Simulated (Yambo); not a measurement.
G0W0@PBEsol for Li₃BrO (anti-perovskite, space group Pm-3m, No. 221) in Yambo. Reference settings: 4×4×4 Γ-centred k mesh, bands 7 to 174 and a 7 Ry block in the screening, 174 bands in G with the Bruneval-Gonze terminator, plasmon pole fitted at 27.2 eV. The PBEsol gap M → M on this mesh is 4.29 eV; G0W0 gaps are taken between the same points.

The settings were changed. The gap went from 6.33 eV to 6.09 eV, and the shift of the valence edge from -1.15 eV to -0.52 eV.

Task: Which change was made?
(A) 66 bands in G, no terminator
(B) 2×2×2 mesh
(C) no random integration
(D) 66 bands in W, 66 bands in G

Result: A, 66 bands in G, no terminator. The others gave (gap, valence shift): 66 bands in W, 66 bands in G: 6.44, -0.94 eV; no random integration: 6.27, -0.96 eV; 2×2×2 mesh: 6.12, -0.96 eV.

Spin-orbit coupling is included.

Geometry of the Materials Project entry, not relaxed at this level; primitive cell a = b = c = 3.949 Å, α = β = γ = 90.00°.

A shift is the quasiparticle energy of the state minus its PBEsol energy.
